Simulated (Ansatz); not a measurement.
# Two-dimensional strain map in Sn

All numbers below come from DFT PBEsol, scalar-relativistic, plane waves, PAW in Ansatz 0.2.0. Cutoff 420 eV, Γ-centred 18×18×18 k-points, Gaussian smearing of 0.15 eV. No spin polarisation. Energies are free energies at this smearing, counted from the undisturbed cell; pressure is positive in compression.

Zero of the scan (as given, not relaxed at this level; it stands at -1.9 GPa; this bcc form isn't the usual structure):

```xyz
1
Lattice="-1.8947 1.8947 1.8947 1.8947 -1.8947 1.8947 1.8947 1.8947 -1.8947" Properties=species:S:1:pos:R:3 pbc="T T T"
Sn    0.0000    0.0000    0.0000
```

The cell is strained by p along both x and y and by q along z, fractional coordinates fixed. Points are written (p, q).

Energy above the undisturbed cell in meV/atom (a dash: not computed):

```csv
p \ q,-0.030,-0.015,0.000,0.015,0.030
-0.030,7.3,0.1,-5.3,-8.6,-10.1
-0.015,-4.4,-6.0,-6.4,-5.4,-2.8
0.000,-7.9,-4.5,0.0,5.3,11.8
0.015,-3.4,4.0,12.7,22.3,32.5
0.030,8.2,19.1,31.3,44.6,58.5
```

Pressure in GPa:

```
 p \ q  -0.030  -0.015  0.000  0.015  0.030
-0.030     3.3     2.3    1.3    0.5   -0.4
-0.015     1.3     0.4   -0.4   -1.2   -1.9
 0.000    -0.4    -1.2   -1.9   -2.6   -3.2
 0.015    -1.9    -2.6   -3.2   -3.8   -4.3
 0.030    -3.2    -3.8   -4.3   -4.8   -5.2
```